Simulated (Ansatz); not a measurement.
**Be**

```
Be
1.0
    -1.25312    1.25312    1.25312
     1.25312   -1.25312    1.25312
     1.25312    1.25312   -1.25312
Be
1
Direct
  0.00000 0.00000 0.00000
```

The cell is the one relaxed in the Materials Project (mp-20), not relaxed further here; entries there can be hypothetical.

The calculation used DFT, PBEsol, all-electron LAPW, scalar-relativistic in Ansatz 0.2.0.

Numerical set-up: a Γ-centred 23×23×23 k mesh, Fermi–Dirac smearing of 0.03 eV, basis error target 0.25 meV/atom, no spin polarisation.

* Pressure at this cell: -2.07 GPa
* Volume per atom: 53.1 bohr³

Task: Give the computed value. Density of states at the Fermi level (0.2 eV bin).

Result: 0.11 states/eV per cell.

Task: Give the computed value. Band gap.

Result: none: bands cross the Fermi level, a metal.
